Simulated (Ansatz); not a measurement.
# Two states of NaCaCuO4

```
Na O Cu Ca
1.0
     2.92599    4.62117    0.00000
     2.92599   -4.62117    0.00000
     0.00000    0.00000   -7.11426
Na O Cu Ca
2 8 2 2
Direct
  0.50000 0.50000 0.00000
  0.50000 0.50000 0.50000
  0.25000 0.75000 0.44000
  0.75000 0.25000 0.94000
  0.75000 0.25000 0.56000
  0.25000 0.75000 0.06000
  0.71000 0.82000 0.75000
  0.29000 0.18000 0.25000
  0.82000 0.71000 0.25000
  0.18000 0.29000 0.75000
  0.84800 0.15200 0.75000
  0.15200 0.84800 0.25000
  0.17000 0.83000 0.75000
  0.83000 0.17000 0.25000
```

Method: LDA, with U_eff = 1.14 eV on Cu d (all-electron-ortho-atomic projectors); PAW, plane waves to 420 eV, 4×4×3 (shifted by 0.5, 0.5, 0 steps) mesh, fermi-dirac occupations (width 0.1 eV) (Ansatz 0.2.0), atoms fixed.

State A: Cu11 up, Cu12 down (collinear spin). State B: Cu11 up, Cu12 up (collinear spin).

Task: Compare the two self-consistent states.

Result: State A is lower by 6.8 meV an atom at zero smearing; in free energy at this smearing B lies +4.6 meV an atom from A. So small a gap isn't resolved on this mesh where a state is a metal.

```csv
state,free energy (meV/atom),largest moment in a small sphere (μB),net moment (μB/cell),gap on mesh (eV),pressure (GPa),largest force (eV/Å)
A,0.0,0.56,0.00,metal,7.3,4.40
B,4.6,0.53,3.38,metal,7.3,4.38
```

Origin: a known structure type with other elements, at an estimated volume, so it need not be a known compound. Caveats: the Fermi level lies in a narrow band between gaps, which spin or distortion may split; the k mesh is coarse if the cell is a metal; atoms or cell far from equilibrium.
